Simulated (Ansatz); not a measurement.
TaNiTe$_{5}$ in space group Cmcm (No. 63; Pearson symbol oS28), r²SCAN (plane waves, PAW; program Ansatz), all energies at zero smearing, with the estimated change up to a 700 eV cutoff added, with one set of potentials and settings (totals compare only within such a set). Cell of 14 atoms (2 Ta, 2 Ni, 10 Te): -101531.930 eV.

| element | reference phase | E (eV/atom) |
|---|---|---|
| Ta | Im-3m, 1 atoms in the cell | -9944.3222 |
| Ni | Fm-3m, 1 atoms in the cell, spin-polarised | -5845.2912 |
| Te | P3_121, 3 atoms in the cell | -6994.8235 |

Formation energy per atom, worked out: (-101531.930 − 2×(-9944.3222) − 2×(-5845.2912) − 10×(-6994.8235))/14 = -0.319 eV/atom (-31 kJ per mol of atoms), at 0 K, without zero-point energy or fitted corrections.

The workflow started from a Materials Project entry (that database holds measured and hypothetical structures alike); the Crystallography Open Database copy checked does not list it. Whether it is the stable phase at ambient conditions was not checked. Symmetry was held in the r²SCAN relaxation; its stability against distortions is not shown here. The run is not spin-polarised. A crystal of weakly bound layers computed without a dispersion correction: the cell and the soft elastic constants depend strongly on that. The references are the lowest solids computed at this level, not always the standard phases. Scalar-relativistic: spin–orbit coupling is off unless named, which matters more the heavier the elements.

Potentials: the later of the program's two PAW sets.
